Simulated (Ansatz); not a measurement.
A generator proposed this cell of Ta₄O.

Space group R3m:H (No. 160). a = 5.464 Å, b = 5.464 Å, c = 8.475 Å, α = 90.00°, β = 90.00°, γ = 120.00°
```json
{"atom": "Ta", "site": "9b", "symmetry": ".m", "x": "0.1528", "y": "0.8472", "z": "0.1766"}
{"atom": "Ta", "site": "3a", "symmetry": "3m", "x": "0.3333", "y": "0.6667", "z": "0.3277"}
{"atom": "O", "site": "3a", "symmetry": "3m", "x": "0.3333", "y": "0.6667", "z": "0.8043"}
```

These are results of Ansatz, DFT PBE, scalar-relativistic, plane waves, PAW, not measurements. Settings: cutoff 420 eV, Γ-centred mesh 6×6×6 on the computed 5-atom cell, Gaussian smearing of 0.10 eV; no spin polarisation.

The zero of energy is the elements' standard structures at the same level (O₂ as a molecule); no fitted shifts are applied.

Question: How far from equilibrium is it?

Answer: The pressure is 176.6 GPa (the mean over three directions, positive in compression), the largest force is 32.23 eV/Å, and the energy is +5.54 eV/atom against the elements. The shortest distance is 1.48 Å, so close that the PAW spheres overlap strongly and these values are rough.

Question: How much does it gain on relaxing, and where does it end?

Answer: Relaxing gains about 6.0 eV/atom (the start's value is from the coarse mesh, so the gain is rough) in 16 ionic steps and ends at −0.49 eV/atom on the finer mesh. The symmetry goes from R3m (No. 160) to P-43m (No. 215). The volume per atom grows by 16.2 %, from 14.6 to 17.0 Å³. The shortest distance goes from 1.48 Å (Ta–O) to 2.01 Å (Ta–O). Conventional cell: a = 4.394 Å. Ta is surrounded by 1 O at 2.01 Å and 12 Ta at 2.94–3.28 Å; around O lie 4 Ta at 2.01 Å.

The last run used an 8×8×8 mesh for its 5-atom cell and Gaussian smearing of 0.10 eV. Spin–orbit coupling, which can matter for Ta, is left out. The relaxation can't lower the symmetry of the start. A structure relaxed within its symmetry needn't be a true minimum. Another cell of Ta4O relaxed alike, in C2/m, lies 202 meV/atom lower, so this cell isn't the stable form at this level.
